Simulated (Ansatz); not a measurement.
Input, command and steps of an Ansatz relaxation.

```yaml
crystal:
  lattice:
    - [1.6151112176, -4.9516141423, 0.0]
    - [1.6151112176, 4.9516141423, 0.0]
    - [0.0, 0.0, 7.3691468484]
  atoms:
    - { symbol: Ca, position: [0.2491463728, 0.7508536272, 0.25] }
    - { symbol: Ca, position: [0.7508536272, 0.2491463728, 0.75] }
    - { symbol: Ir, position: [0.0, 0.0, 0.0] }
    - { symbol: Ir, position: [0.0, 0.0, 0.5] }
    - { symbol: O, position: [0.9240316981, 0.0759683019, 0.25] }
    - { symbol: O, position: [0.0759683019, 0.9240316981, 0.75] }
    - { symbol: O, position: [0.6245622142, 0.3754377858, 0.451560477] }
    - { symbol: O, position: [0.3754377858, 0.6245622142, 0.951560477] }
    - { symbol: O, position: [0.3754377858, 0.6245622142, 0.548439523] }
    - { symbol: O, position: [0.6245622142, 0.3754377858, 0.048439523] }
basis:
  ecutwfc: 420
kpoints:
  mp_grid: { grid: [12, 12, 6] }
hamiltonian:
  xc: pbesol
scf:
  occupations: { method: gaussian, width: 0.1 }
output:
  forces: true
  stress: true
  eigenvalues: true
relax:
  adjacent_minimum: "off"
  f_tol: 0.01
  max_steps: 30
  cell: { stress_tol: 0.1, fix: [volume] }
```

```bash
ansatz run input.yaml --threads 2 --pin off --max-ram 5120MiB --backend cpu --events-out ev --progress --plain --runs-dir out
```

Level of theory: DFT PBEsol, scalar-relativistic, plane waves, PAW in Ansatz.

The volume is held at 1.06 times that of the relaxed cell.

Of 5 frames 4 are shown, positions in Å and forces in eV/Å; the SCF threshold varies from step to step. Steps run on the plane waves of an earlier cell, with a Pulay correction in the pressure. The basis is chosen afresh for the last frame, the zero of the energies, and at times for earlier ones too; energy and pressure can step there, also at an unchanged geometry. Where two frames share a geometry here, they differ by under 2 meV/atom and 0.3 GPa.

```xyz
10
Lattice="1.6151 -4.9516 0.0000 1.6151 4.9516 0.0000 0.0000 0.0000 7.3691" Properties=species:S:1:pos:R:3:forces:R:3 pbc="T T T" step=1 free_energy_over_end_meV_per_atom=1.29 pressure_GPa=-9.98
Ca    1.6151    2.4843    1.8423    0.0000   -0.0712    0.0000
Ca    1.6151   -2.4843    5.5269    0.0000    0.0712    0.0000
Ir    0.0000    0.0000    0.0000    0.0000    0.0000    0.0000
Ir    0.0000    0.0000    3.6846    0.0000    0.0000    0.0000
O     1.6151   -4.1993    1.8423    0.0000   -0.1123    0.0000
O     1.6151    4.1993    5.5269    0.0000    0.1123    0.0000
O     1.6151   -1.2336    3.3276    0.0000    0.2556    0.0879
O     1.6151    1.2336    7.0122    0.0000   -0.2556    0.0879
O     1.6151    1.2336    4.0415    0.0000   -0.2556   -0.0879
O     1.6151   -1.2336    0.3570    0.0000    0.2556   -0.0879
10
Lattice="1.6079 -4.9938 0.0000 1.6079 4.9938 0.0000 0.0000 0.0000 7.3397" Properties=species:S:1:pos:R:3:forces:R:3 pbc="T T T" step=2 free_energy_over_end_meV_per_atom=0.22 pressure_GPa=-8.71
Ca    1.6079    2.4921    1.8349    0.0000   -0.0073    0.0000
Ca    1.6079   -2.4921    5.5048    0.0000    0.0073    0.0000
Ir    0.0000    0.0000    0.0000    0.0000    0.0000    0.0000
Ir    0.0000    0.0000    3.6699    0.0000    0.0000    0.0000
O     1.6079   -4.2417    1.8349    0.0000    0.0384    0.0000
O     1.6079    4.2417    5.5048    0.0000   -0.0384    0.0000
O     1.6079   -1.2260    3.3147    0.0000    0.0037    0.0298
O     1.6079    1.2260    6.9846    0.0000   -0.0037    0.0298
O     1.6079    1.2260    4.0250    0.0000   -0.0037   -0.0298
O     1.6079   -1.2260    0.3552    0.0000    0.0037   -0.0298
10
Lattice="1.6129 -4.9729 0.0000 1.6129 4.9729 0.0000 0.0000 0.0000 7.3475" Properties=species:S:1:pos:R:3:forces:R:3 pbc="T T T" step=3 free_energy_over_end_meV_per_atom=0.03 pressure_GPa=-8.82
Ca    1.6129    2.4837    1.8369    0.0000   -0.0231    0.0000
Ca    1.6129   -2.4837    5.5106    0.0000    0.0231    0.0000
Ir    0.0000    0.0000    0.0000    0.0000    0.0000    0.0000
Ir    0.0000    0.0000    3.6737    0.0000    0.0000    0.0000
O     1.6129   -4.2229    1.8369    0.0000    0.0215    0.0000
O     1.6129    4.2229    5.5106    0.0000   -0.0215    0.0000
O     1.6129   -1.2213    3.3231    0.0000   -0.0019    0.0040
O     1.6129    1.2213    6.9969    0.0000    0.0019    0.0040
O     1.6129    1.2213    4.0244    0.0000    0.0019   -0.0040
O     1.6129   -1.2213    0.3506    0.0000   -0.0019   -0.0040
10
Lattice="1.6123 -4.9722 0.0000 1.6123 4.9722 0.0000 0.0000 0.0000 7.3515" Properties=species:S:1:pos:R:3:forces:R:3 pbc="T T T" step=5 free_energy_over_end_meV_per_atom=0.00 pressure_GPa=-8.82
Ca    1.6123    2.4796    1.8379    0.0000   -0.0030    0.0000
Ca    1.6123   -2.4796    5.5136    0.0000    0.0030    0.0000
Ir    0.0000    0.0000    0.0000    0.0000    0.0000    0.0000
Ir    0.0000    0.0000    3.6757    0.0000    0.0000    0.0000
O     1.6123   -4.2226    1.8379    0.0000    0.0074    0.0000
O     1.6123    4.2226    5.5136    0.0000   -0.0074    0.0000
O     1.6123   -1.2220    3.3255    0.0000    0.0060    0.0012
O     1.6123    1.2220    7.0013    0.0000   -0.0060    0.0012
O     1.6123    1.2220    4.0259    0.0000   -0.0060   -0.0012
O     1.6123   -1.2220    0.3502    0.0000    0.0060   -0.0012
```

The run took 73 s on 2 threads of Intel(R) Xeon(R) 6975P-C (Granite Rapids), with other jobs on the host, peak memory 1 GiB.

Spin–orbit coupling is left out, which can shift energies with elements as heavy as these. Spin polarisation was left out, and a magnetic state may lie lower.